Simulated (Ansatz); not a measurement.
Relaxed-ion elastic tensor of B2Ru in space group P6/mmm (No. 191; Ru on 1a, B on 2d) in GPa (Voigt order), PBEsol in the plane-wave PAW code Ansatz; density 8.06 g/cm³, 8.43 Å³ per atom.

```
 457   276   220   0.0   0.0   0.0
 276   457   220   0.0   0.0   0.0
 220   220   441   0.0   0.0   0.0
 0.0   0.0   0.0  37.1   0.0   0.0
 0.0   0.0   0.0   0.0  37.1   0.0
 0.0   0.0   0.0   0.0   0.0  90.5
```

Q: Is the crystal mechanically stable?

A: Yes: the smallest eigenvalue of C is 37.1 GPa.

Q: Work out the Voigt, Reuss and Hill averages.

A: K_V = 310, K_R = 308, K_H = 309; G_V = 75.6, G_R = 59.4, G_H = 67.5 GPa.

Q: Give Young's modulus, Poisson's ratio, Pugh's ratio and the universal anisotropy index.

A: E = 9KG/(3K + G) = 189 GPa; ν = 0.40; K/G = 4.57 (ductile by the Pugh limit of 1.75); A_U = 5G_V/G_R + K_V/K_R − 6 = 1.37.

Q: Estimate the sound speeds and the Debye temperature.

A: v_l = √((K + 4G/3)/ρ) = 7040 m/s, v_t = √(G/ρ) = 2890 m/s, mean 3280 m/s; Θ = (h/k)(3n/4πV)^(1/3) v_m = 479 K.

Q: Solve the Christoffel equation for the three sound speeds along x, y, z.

A: Eigenvalues of C_ijkl n_j n_l equal ρv². In km/s, slowest first: x 2.15, 3.35, 7.53; y 2.15, 3.35, 7.53; z 2.15, 2.15, 7.40.

Q: How much does each axis shrink under pressure?

A: Linear compressibilities β_i = Σ_j S_ij (j = 1 to 3): x 0.98, y 0.98, z 1.3 per TPa.

A made-up cell: these elements were put on the sites of a structure type; neither database checked (COD, Materials Project) lists it. COD files the formula under space group No. 59. Whether it is the stable phase at ambient conditions was not checked. The PBEsol relaxation kept the symmetry of its start; its stability against distortions is not shown here. No spin polarisation was allowed. As this level gives no gap, shear constants depend on the k-mesh and smearing (Fermi–Dirac, 0.1 eV here). On the denser mesh and wider smearing of the elastic run this cell carries a stress of 0.4 GPa.

Potentials: the earlier of the program's two PAW sets. The files were generated under PBE; for other functionals the program regenerates the frozen cores, and for LDA and PBEsol the local potential too.
